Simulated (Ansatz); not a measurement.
Starting cell, PbS (rock salt):

```xyz
4
Lattice="0.0000 5.9750 5.9750 2.9875 2.9875 5.9750 2.9875 2.9875 0.0000" Properties=species:S:1:pos:R:3 pbc="T T T"
S      0.0000     0.0000     0.0000
S      2.9875     5.9750     2.9875
Pb     2.9875     2.9875     2.9875
Pb     2.9875     5.9750     5.9750
```

A phonon eigenvector at X = (0.5, 0.5, 0.0) is frozen into this cell: atom i moves by Q times the vector below, so Q is the largest atomic displacement, in Å. The cell is held. It is one choice among 2 degenerate patterns. (q is in reciprocal vectors of the primitive cell; the cell shown is doubled to hold the pattern.)

```csv
atom,x,y,z
S1,0.000,-0.225,0.000
S2,0.000,0.225,0.000
Pb3,0.000,-1.000,0.000
Pb4,0.000,1.000,0.000
```

Level of theory: r2SCAN (plane waves to 500 eV, PAW, scalar-relativistic; Ansatz, a quantum-chemistry and plane-wave program). k mesh 10×10×10 (Γ-centred), Fermi-Dirac smearing 0.05 eV. PbS was relaxed with its symmetry unable to fall. Spin-orbit coupling is left out, though Pb is heavy. The PAW data are Ansatz's earlier set.

At one point of the scan the forces (eV/Å) are:

```json
[
 {"atom": "S1", "Fx": "0.000", "Fy": "-0.040", "Fz": "0.000"},
 {"atom": "S2", "Fx": "0.000", "Fy": "0.040", "Fz": "0.000"},
 {"atom": "Pb3", "Fx": "0.000", "Fy": "-0.166", "Fz": "0.000"},
 {"atom": "Pb4", "Fx": "0.000", "Fy": "0.166", "Fz": "0.000"}
]
```

### Question
Which point is it?
A. Q = -0.150 Å
B. Q = -0.180 Å
C. Q = -0.060 Å
D. Q = -0.120 Å

### Answer
D, Q = -0.120 Å

(A displaced cell: forces are minus the slopes of the energy, force constants its curvatures, and phonons follow from these.)
